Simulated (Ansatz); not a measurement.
Input file for Ansatz (a program for electronic structure):

Ansatz 0.2 input:
```yaml
crystal:
  lattice:
    - [4.0661007314, 2.9313032528, 0.0]
    - [-4.0661007314, 2.9313032528, 0.0]
    - [-3.9862479103, 0.0, 8.2725138402]
  atoms:
    - { symbol: P, position: [0.5174243761, 0.5174243761, 0.75] }
    - { symbol: P, position: [0.4825756239, 0.4825756239, 0.25] }
    - { symbol: P, position: [0.3380492355, 0.0700779467, 0.055123157] }
    - { symbol: P, position: [0.6619507645, 0.9299220533, 0.944876843] }
    - { symbol: P, position: [0.0700779467, 0.3380492355, 0.444876843] }
    - { symbol: P, position: [0.9299220533, 0.6619507645, 0.555123157] }
    - { symbol: N, position: [0.4998710771, 0.789466507, 0.0999034351] }
    - { symbol: N, position: [0.5001289229, 0.210533493, 0.9000965649] }
    - { symbol: N, position: [0.789466507, 0.4998710771, 0.4000965649] }
    - { symbol: N, position: [0.210533493, 0.5001289229, 0.5999034351] }
    - { symbol: N, position: [0.7702457572, 0.5073409812, 0.6913630202] }
    - { symbol: N, position: [0.2297542428, 0.4926590188, 0.3086369798] }
    - { symbol: N, position: [0.5073409812, 0.7702457572, 0.8086369798] }
    - { symbol: N, position: [0.4926590188, 0.2297542428, 0.1913630202] }
    - { symbol: N, position: [0.0, 0.0, 0.0] }
    - { symbol: N, position: [0.0, 0.0, 0.5] }
kpoints:
  mp_grid: { grid: [4, 4, 2] }
hamiltonian:
  xc: hse06
  pseudopotentials: { kind: paw }
scf:
  n_extra_bands: 16
  occupations: { method: fixed }
output:
  eigenvalues: true
  eigenstates:
    e_range: [-9.0, 14.2]
    kpoints:
      - [0.0, 0.0, 0.0]  # VBM
      - [0.0, 0.5, 0.0]  # CBM
```

Output (shortened):

```
Pseudopotential: P, paw, valence charge 5
Pseudopotential: N, paw, valence charge 5
Functional definition: HSE06
davidson cushion auto → on  (no smearing: the cushion is to keep the highest requested band from converging to the state above it …
Crystal: 16 atoms, lattice volume = 197.200 Å³
Basis set: ecut = 420 eV, 3859 PW (Γ)
Bands: 56, of which v1, the nominal top of the filled ones, is band 40 counted from 1 (39 counted from 0)
Symmetry: 4 space group operations
Space group: C2/c (ITA 15), of the structure as read, at distance tolerance 5.8e-5 Å
k-points: 14 of 32
SCF iter   1: F=—  HF=-8378.229633 eV  |F-HF|=—  |Δ(HF+E_count)|=         —  Δρ=4.17e-3  dr2=1.60e-2  ethr=1.77e-3  ⟨swp⟩=9.0  Hψ=4275  notcnv=0
preconditioner: auto → none
SCF iter   2: F=—  HF=-8378.234078 eV  |F-HF|=—  |Δ(HF+E_count)|=   4.44e-3  Δρ=1.98e-3  dr2=3.39e-3  ethr=2.00e-5  ⟨swp⟩=4.1  Hψ=2597  notcnv=0  defer=1
SCF iter   3: F=-8378.235236 eV  HF=-8378.235131 eV  |F-HF|=1.04e-4  |Δ(HF+E_count)|=   1.05e-3  Δρ=9.00e-4  dr2=7.48e-4  ethr=4.24e-6  ⟨swp⟩=3.1  Hψ=2126  notcnv=0  defer=1
SCF 1 stopped early in 3 iterations: F = -8378.235236 eV  dr2 = 7.48e-4
Crystal: 16 atoms, lattice volume = 197.200 Å³
Exchange kernel: α = 0.2500, screened, ω = 0.2079 Å⁻¹, Wigner–Seitz truncation, v(0) = 1044.3629 eV·Å³, q-mesh 4×4×2, nearest image of the exchange supercell L …
Frozen-core exchange: fock
SCF iter   1: F=—  HF=-8381.051870 eV  |F-HF|=—  |Δ(HF+E_count)|=         —  Δρ=7.48e-3  dr2=8.30e-2  ethr=9.36e-6  ⟨swp⟩=8.1  Hψ=4260  notcnv=0
preconditioner: auto → none
SCF iter   2: F=—  HF=-8381.021019 eV  |F-HF|=—  |Δ(HF+E_count)|=   3.09e-2  Δρ=3.57e-3  dr2=1.26e-2  ethr=9.36e-6  ⟨swp⟩=4.0  Hψ=2655  notcnv=0
SCF iter   3: F=—  HF=-8381.048722 eV  |F-HF|=—  |Δ(HF+E_count)|=   2.77e-2  Δρ=1.75e-3  dr2=5.35e-3  ethr=9.36e-6  ⟨swp⟩=4.0  Hψ=2445  notcnv=0
iter 4 solved again at ethr=1.66e-7 eV; its pass at ethr=6.50e-6 eV (dr2=1.33e-4 eV) is discarded
SCF iter   4: F=—  HF=-8381.047017 eV  |F-HF|=—  |Δ(HF+E_count)|=   1.71e-3  Δρ=3.08e-4  dr2=1.91e-4  ethr=1.66e-7  ⟨swp⟩=3.0  Hψ=4080  notcnv=0
SCF iter   5: F=—  HF=-8381.047522 eV  |F-HF|=—  |Δ(HF+E_count)|=   5.05e-4  Δρ=2.84e-4  dr2=1.45e-4  ethr=1.66e-7  ⟨swp⟩=5.2  Hψ=2664  notcnv=0
SCF iter   6: F=-8381.047480 eV  HF=-8381.047480 eV  |F-HF|=4.28e-7  |Δ(HF+E_count)|=   4.17e-5  Δρ=2.87e-5  dr2=4.25e-6  ethr=1.66e-7  ⟨swp⟩=3.0  Hψ=2009  notcnv=0
SCF 2 stopped early in 6 iterations: F = -8381.047480 eV  dr2 = 4.25e-6
hybrid outer 1: dexx = +3.393e-2 eV, tail = 5.40e-5 eV
Crystal: 16 atoms, lattice volume = 197.200 Å³
Exchange kernel: α = 0.2500, screened, ω = 0.2079 Å⁻¹, Wigner–Seitz truncation, v(0) = 1044.3629 eV·Å³, q-mesh 4×4×2, nearest image of the exchange supercell L …
Frozen-core exchange: fock
SCF iter   1: F=—  HF=-8381.047663 eV  |F-HF|=—  |Δ(HF+E_count)|=         —  Δρ=4.81e-5  dr2=3.78e-6  ethr=3.37e-7  ⟨swp⟩=4.9  Hψ=2064  notcnv=0
preconditioner: auto → none
iter 2 solved again at ethr=2.45e-10 eV; its pass at ethr=4.04e-9 eV (dr2=1.96e-7 eV) is discarded
SCF iter   2: F=—  HF=-8381.047662 eV  |F-HF|=—  |Δ(HF+E_count)|=   5.53e-7  Δρ=1.45e-5  dr2=2.63e-7  ethr=2.45e-10  ⟨swp⟩=2.9  Hψ=4234  notcnv=0
SCF iter   3: F=-8381.047663 eV  HF=-8381.047663 eV  |F-HF|=2.33e-8  |Δ(HF+E_count)|=   4.57e-7  Δρ=9.52e-6  dr2=7.15e-8  ethr=2.45e-10  ⟨swp⟩=6.6  Hψ=2685  notcnv=0  defer=10
SCF 3 converged in 3 iterations: F = -8381.047663 eV  dr2 = 7.15e-8
hybrid outer 2: dexx = +7.828e-7 eV, tail = 1.75e-7 eV, Δε = 1.16e-3 eV (about 7.17e-5 eV left of the loop's levels)
the search or the solves at the SCF's close seem to have found levels that the self-consistency loop had missed (the run counts 1) …
NSCF: frozen V_eff on 2 k-points
hybrid SCF converged: 2 outer / 9 inner (+3 warm-up), last move |dexx| = 7.83e-7 eV, tail = 1.75e-7 eV
Stability not checked (fock_operator)
Free energy (F): -8381.047663 eV
Frozen-core exchange: fock
Harris-Foulkes:  -8381.047663 eV  (|F-HF|=2.33e-8)
Internal energy: -8381.047663 eV  (E = F + TS)
E sigma→0 (E₀):  -8381.047663 eV
Fermi energy:    4.924429 eV
--- Per-component energies (eV) ---
  E_band       = -317.647095
  E_kinetic    = 1825.929660
  E_local      = -3858.986616  (includes V_loc(G=0)·N_el)
  E_nonlocal   = 630.180429
  E_hartree    = 1301.738800
  E_xc         = -797.199376
  E_vxc        = -921.601861  (∫ρ·V_xc dr)
  E_exx        = -192.522266  (= α·E_x^exact, valence–valence)
  E_paw        = -4694.223569  (= ΣΔE_a)
  E_vpaw       = -211.597366  (= ΣTr[D̂ρ^β])
  E_aug_tail   = 0.001063  (compensation charges beyond the density's cutoff)
  E_ewald      = -2595.290409
  E_core_change = -0.675379  (= ΣΔE_core)
  E_smearing   =  0.000000  (= −TS)
  E_closure    = 0.000000  (closes the sum)
  Σ components = -8381.047663   (vs F -8381.047663, Δ=-1.82e-12)
  [band-id]    e_kinetic+e_local+e_nonlocal+2·e_hartree+e_vxc+2·e_exx+e_vpaw+e_augmentation_tail = -317.641623   (vs E_band -317.647095, Δ=5.47e-3)
--- Band table (eV; the first three rows and the last of 14) ---
  k-point 0: bands = ["-17.3724", "-16.5893", "-15.3635", "-13.0255", "-12.8704", "-12.6737", "-12.6518", "-12.4570", "-12.4199", "-11.9178", "-8.8237", "-8.5183", "-8.5080", "-5.5554", "-5.4401", "-4.5925", "-4.0159", "-3.3432", "-2.8284", "-2.7669", …
  k-point 1: bands = ["-17.0855", "-17.0855", "-14.3899", "-14.3899", "-12.6766", "-12.6766", "-12.5974", "-12.5974", "-11.8603", "-11.8603", "-9.0304", "-9.0304", "-7.1132", "-7.1132", "-4.4083", "-4.4083", "-4.0262", "-4.0262", "-2.6344", "-2.6344", …
  k-point 2: bands = ["-17.1801", "-16.5774", "-15.2198", "-13.8918", "-13.4452", "-12.8156", "-12.5851", "-12.2905", "-11.8862", "-11.8145", "-9.4413", "-7.9907", "-7.2805", "-6.0473", "-5.0877", "-4.6231", "-4.0101", "-3.6710", "-2.8143", "-2.4483", …
  k-point 13: bands = ["-16.4167", "-16.4167", "-14.9253", "-14.9253", "-14.0967", "-14.0967", "-12.2344", "-12.2344", "-12.0084", "-12.0084", "-7.3806", "-7.3806", "-6.3476", "-6.3476", "-4.7803", "-4.7803", "-3.7000", "-3.7000", "-2.8602", "-2.8602", …
```

Cost: roughly 3 core-minutes on shared cores.

The points marked VBM and CBM come from a semilocal run.

The first step of the workflow began from a Materials Project structure, measured or hypothetical; the Crystallography Open Database copy checked does not list it. Its standing as an ambient phase is unchecked. Symmetry was held in the r²SCAN relaxation; its stability against distortions is not shown here.

Potentials: the later of the program's two PAW sets.

Ansatz is a plane-wave DFT program.
